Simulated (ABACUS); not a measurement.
A self-consistent single point of W (Pm-3n, 8 atoms in the cell; from COD 9008583, changed as shown) with ABACUS.

Method: LDA (PW92), PseudoDojo 0.4 standard norm-conserving LDA (tails mended) pseudopotentials (plane waves; ABACUS).

The change in words: volume scaled by 0.99. Reference geometry (Pm-3n):
```
CELL_PARAMETERS angstrom
      5.08300     0.00000     0.00000
      0.00000     5.08300     0.00000
      0.00000     0.00000     5.08300
ATOMIC_POSITIONS crystal
  W  0.00000 0.00000 0.00000
  W  0.50000 0.50000 0.50000
  W  0.00000 0.50000 0.25000
  W  0.00000 0.50000 0.75000
  W  0.25000 0.00000 0.50000
  W  0.75000 0.00000 0.50000
  W  0.50000 0.75000 0.00000
  W  0.50000 0.25000 0.00000
```

Reference input (self-consistent single point, DFT, LDA (PW92), plane waves, PseudoDojo 0.4 standard norm-conserving LDA (tails mended) pseudopotentials): KPT = MP 4 4 4 0 0 0; basis_type = pw; dft_functional = PWLDA; ecutwfc = 70 Ry; smearing_method = gaussian; smearing_sigma = 0.00367493 Ry; potentials = PseudoDojo 0.4 standard norm-conserving LDA (tails mended); symmetry = 1; ks_solver = cg; scf_nmax = 100; scf_thr = 1.0e-09 Ry; mixing_type = pulay. This run's input differs from it in these lines:

```diff
@@ -25,5 +25,5 @@
 LATTICE_VECTORS
-   5.0830000000    0.0000000000    0.0000000000
-   0.0000000000    5.0830000000    0.0000000000
-   0.0000000000    0.0000000000    5.0830000000
+   5.0659970000    0.0000000000    0.0000000000
+   0.0000000000    5.0659970000    0.0000000000
+   0.0000000000    0.0000000000    5.0659970000
 
@@ -36,9 +36,9 @@
    0.0000000000    0.0000000000    0.0000000000
-   2.5415000000    2.5415000000    2.5415000000
-   0.0000000000    2.5415000000    1.2707500000
-   0.0000000000    2.5415000000    3.8122500000
-   1.2707500000    0.0000000000    2.5415000000
-   3.8122500000    0.0000000000    2.5415000000
-   2.5415000000    3.8122500000    0.0000000000
-   2.5415000000    1.2707500000    0.0000000000
+   2.5329985000    2.5329985000    2.5329985000
+   0.0000000000    2.5329985000    1.2664992500
+   0.0000000000    2.5329985000    3.7994977500
+   1.2664992500    0.0000000000    2.5329985000
+   3.7994977500    0.0000000000    2.5329985000
+   2.5329985000    3.7994977500    0.0000000000
+   2.5329985000    1.2664992500    0.0000000000
 # file: KPT
```

Output, abridged:

```
 SELF-CONSISTENT
 -------------------------------------------
                                 init_chg = atomic

 PW ALGORITHM --------------- ION=   1  ELEC=   1--------------------------------
 Notice: Threshold on eigenvalues was too large.

 Density error is 0.329962883058
                          Error Threshold = 0.00021354114698
 E_KohnSham     -1214.6474630665     -16526.1265589491
 E_Fermi        1.5923752401         21.6653766202

 PW ALGORITHM --------------- ION=   1  ELEC=   2--------------------------------

 Density error is 0.057310344705
                          Error Threshold = 0.000294609717016
   [... lines left out ...]

 Density error is 8.32896016376e-08
                          Error Threshold = 6.06770333479e-10
 E_KohnSham     -1214.7183176492     -16527.0905850036
 E_Fermi        1.5671400427         21.3220341453

 PW ALGORITHM --------------- ION=   1  ELEC=  11--------------------------------

 Density error is 3.43256869857e-10
                          Error Threshold = 7.43657157478e-11
 E_KohnSham     -1214.7183176698     -16527.0905852838
 E_KS(sigma->0) -1214.7180160339     -16527.0864813158
 E_entropy(-TS) -0.0006032720        -0.0082079360
 E_Fermi        1.5671405313         21.3220407921
 charge density convergence is achieved
 final etot is -16527.090585 eV
 EFERMI = 21.322040792 eV

 STATE ENERGY(eV) AND OCCUPATIONS    NSPIN == 1
   [... 65 lines left out ...]

 TOTAL-FORCE (eV/Angstrom)
                        W1         0.0000000000         0.0000000000         0.0000000000
                        W2         0.0000000000         0.0000000000         0.0000000000
                        W3         0.0000000000         0.0000000000         0.0000000000
                        W4         0.0000000000         0.0000000000         0.0000000000
                        W5         0.0000000000         0.0000000000         0.0000000000
                        W6         0.0000000000         0.0000000000         0.0000000000
                        W7         0.0000000000         0.0000000000         0.0000000000
   [... lines left out ...]

 TOTAL-STRESS (KBAR)
      -119.5499424633        -0.0000000000        -0.0000000000
        -0.0000000000      -119.5499424633         0.0000000000
        -0.0000000000         0.0000000000      -119.5499424633
 TOTAL-PRESSURE: -119.549942 KBAR

 --------------------------------------------
 !FINAL_ETOT_IS -16527.0905852837568091 eV
 --------------------------------------------
```

The run converged in 11 iterations. Against the reference run the free energy falls by 13.6 meV/atom and the pressure goes from -14.68 to -11.95 GPa.

Spin-orbit coupling is left out, which matters for bands and gaps with elements this heavy. No clean gap shows at this smearing width and mesh (spacing up to 0.31 Å⁻¹); the mesh is coarse for partly filled bands, so the values carry mesh errors.

Cost on one core: around 3 core-minutes (rough).

“Tails mended”: in these copies of the files the far tail of each local potential was reset to the Coulomb form.
